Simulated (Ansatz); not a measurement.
TaAlO₄ (space group C2/m)

```
TaAlO4
1.0
    6.07718    -1.89096     0.00000
    6.07718     1.89096     0.00000
   -1.96570     0.00000     6.14772
Ta Al O
2 2 8
Direct
  0.10581   0.10581   0.23192
  0.89419   0.89419   0.76808
  0.20089   0.20089   0.82050
  0.79911   0.79911   0.17950
  0.64153   0.64153   0.20216
  0.35847   0.35847   0.79784
  0.05741   0.05741   0.86498
  0.94259   0.94259   0.13502
  0.85882   0.85882   0.47486
  0.14118   0.14118   0.52514
  0.73770   0.73770   0.85768
  0.26230   0.26230   0.14232
```

E(V) scan at fixed shape, V₀ the volume above. The atoms relax within the cell's symmetry.

Method: PBEsol (plane waves to 420 eV, PAW, scalar-relativistic; Ansatz, an electronic-structure program). k mesh 7×7×5 (Γ-centred), Fermi-Dirac smearing 0.05 eV. Energies are smeared free energies. With the shape held, the modulus is that of even scaling; a crystal free to change shape is softer. Spin-orbit coupling is left out, though Ta is heavy. TaAlO4 is run without spin polarisation. TaAlO4 was relaxed with its symmetry unable to fall. ΔE is measured from the relaxed starting cell.

```csv
V (Å³/atom),ΔE (meV/atom)
11.068,28.5
11.209,17.8
11.351,9.8
11.492,4.3
11.633,1.1
11.775,0.0
11.916,1.0
12.057,3.9
12.199,8.7
12.340,15.1
12.481,23.2
```

Question: What is the fitted pressure derivative B₀′?

Answer: 4.1.

Question: What bulk modulus at fixed cell shape B₀ follows from a third-order Birch-Murnaghan fit?

Answer: 193 GPa. Check by three points about V = 11.775 Å³/atom, step 0.141: d²E/dV² ≈ (1.1 − 2·0.0 + 1.0) meV / 0.141² = 0.105 eV/Å⁶, and V·d²E/dV² × 160.2 = 198 GPa.

(Under strain, the slope of the energy per volume gives the stress and its curvature an elastic modulus.)
